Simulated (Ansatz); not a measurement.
Crystals of one structure type (zinc blende) and one family of elements, relaxed and computed with plane-wave PAW r²SCAN (Ansatz code).

```
crystal  V (Å³/atom)  K_Hill (GPa)
-------  -----------  ------------
BN              5.87           391
AlN            10.43             ?
BP             11.67           169
BAs            13.67           141
GaAs           22.73          72.5
InP            25.77          68.4
InAs           28.48          57.8
```

### Question
Fit a straight line to ln K against ln V and predict the withheld value.

### Answer
Least squares on the 6 shown rows: ln K = -1.21 × ln V + (8.109), with a scatter of 2.8 %. For AlN this gives 195. The run itself gave 210, a miss of 7.1 % of that, well beyond the scatter: the line misses something about this case.

All cells were relaxed under the symmetry of their starts (and spin orders); stability against distortions was not tested throughout. Spin–orbit coupling is left out wherever it is not named.

Potentials: the earlier of the program's two PAW sets.
